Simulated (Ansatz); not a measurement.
Ge$_{2}$Mo (fluorite or antifluorite type, Fm-3m) at seven volumes, PBE in the plane-wave PAW code Ansatz, scaled uniformly. One row is withheld.

```tsv
V (Å³/atom)	P (GPa)
17.188	12.73
17.755	7.69
18.321	?
18.888	0.00
19.454	-3.12
20.021	-5.73
20.588	-7.96
```

Q: Fit the shown pressures and predict the withheld one.

A: P = (3/2)B₀(x^(7/2) − x^(5/2))[1 + (3/4)(B′ − 4)(x − 1)] with x = (V₀/V)^(2/3). Least squares on the six rows gives V₀ = 18.879 Å³/atom, B₀ = 111 GPa, B′ = 4.30. At V = 18.321, x = 1.0202 and P = 3.55 GPa. The run itself gave 3.55 GPa.

A made-up cell: these elements were put on the sites of a structure type; neither database checked (COD, Materials Project) lists it. COD files the formula under space group No. 62, so this cell is another polymorph or a model. Whether it is the stable phase at ambient conditions was not checked. The cell was relaxed with PBE under the symmetry of its start; whether a distortion lowers the energy is not shown. The run is not spin-polarised.

Potentials: the later of the program's two PAW sets.
